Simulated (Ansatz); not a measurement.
HfTe:
```xyz
2
Lattice="3.4938 0.0000 0.0000 0.0000 3.4938 0.0000 0.0000 0.0000 3.4938" Properties=species:S:1:pos:R:3 pbc="T T T"
Hf     0.0000     0.0000     0.0000
Te     1.7469     1.7469     1.7469
```

Relaxed with PBEsol. Special points in fractions of this cell's reciprocal vectors: Γ (0.000, 0.000, 0.000); X (0.000, 0.500, 0.000); M (0.500, 0.500, 0.000); R (0.500, 0.500, 0.500).

Problem. List the band energies nearest the Fermi level at these points for the program Ansatz at the PBEsol with spin–orbit coupling level (PAW).

Solution. In eV from the Fermi level; about four levels below and three above (degenerate sets whole), none deeper than 8.9 eV; points with the same levels are listed once.

```
k                    below                          above
-  -----------------------  -----------------------------
Γ  -0.99 -0.99 -0.99 -0.99  1.95 1.95 2.39 2.39 2.39 2.39
X  -2.28 -2.28 -1.13 -1.13            2.76 2.76 3.81 3.81
M  -5.49 -5.49 -2.75 -2.75            0.32 0.32 0.58 0.58
R  -6.04 -6.04 -6.04 -6.04  1.02 1.02 2.22 2.22 2.22 2.22
```

Space group Pm-3m (CsCl type). The cell is a constructed one: a structure type filled with these elements; neither database checked (COD, Materials Project) lists it. Its standing as an ambient phase is unchecked. Symmetry was held in the PBEsol relaxation; its stability against distortions is not shown here. No spin polarisation was allowed.

Potentials: the earlier of the program's two PAW sets. The files were generated under PBE; for other functionals the program regenerates the frozen cores, and for LDA and PBEsol the local potential too.
